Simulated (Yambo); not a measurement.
## LiCl at -0.7 % isotropic strain: lowest vertical excitons

```
CELL_PARAMETERS angstrom
      0.00000     2.51362     2.51362
      2.51362     0.00000     2.51362
      2.51362     2.51362     0.00000
ATOMIC_POSITIONS crystal
  Li 0.00000 0.00000 0.00000
  Cl 0.50000 0.50000 0.50000
```

The PBEsol cell relaxed from Materials Project entry mp-22905 was given an isotropic strain of -0.7 % on all lattice vectors, and the atoms were relaxed again.

BSE in Yambo on PBEsol (Quantum ESPRESSO, PseudoDojo norm-conserving, 74 Ry, without SOC) bands: 10×10×10 mesh, 3 valence and 1 conduction bands, static screening with 16 bands and a 4 Ry block, scissor 2.88 eV, Tamm-Dancoff; field along x.

```json
[
 {"state": "1", "energy (eV)": "8.60", "states within 2 meV": "3", "relative strength": "1.00", "class": "strong", "main transitions": "several band pairs"},
 {"state": "2", "energy (eV)": "9.01", "states within 2 meV": "3", "relative strength": "0.22", "class": "strong", "main transitions": "several band pairs"},
 {"state": "3", "energy (eV)": "9.19", "states within 2 meV": "3", "relative strength": "< 0.01", "class": "dark", "main transitions": "several band pairs"},
 {"state": "4", "energy (eV)": "9.20", "states within 2 meV": "2", "relative strength": "< 0.01", "class": "dark", "main transitions": "several band pairs"},
 {"state": "5", "energy (eV)": "9.23", "states within 2 meV": "3", "relative strength": "0.05", "class": "strong", "main transitions": "several band pairs"},
 {"state": "6", "energy (eV)": "9.27", "states within 2 meV": "3", "relative strength": "< 0.01", "class": "dark", "main transitions": "several band pairs"}
]
```

These are vertical excitations (zero momentum). The direct quasiparticle gap on this mesh is 9.37 eV; counted from there, state 1 is bound by 0.77 eV. Convergence with the mesh was not shown.

Spin singlets only. Strengths are relative to the strongest of the lowest states of this run; strong means a line over 3 % of the spectrum's maximum, dark under 0.03 %. Absolute energies carry the error of the G0W0 scissor, whose convergence isn't established.
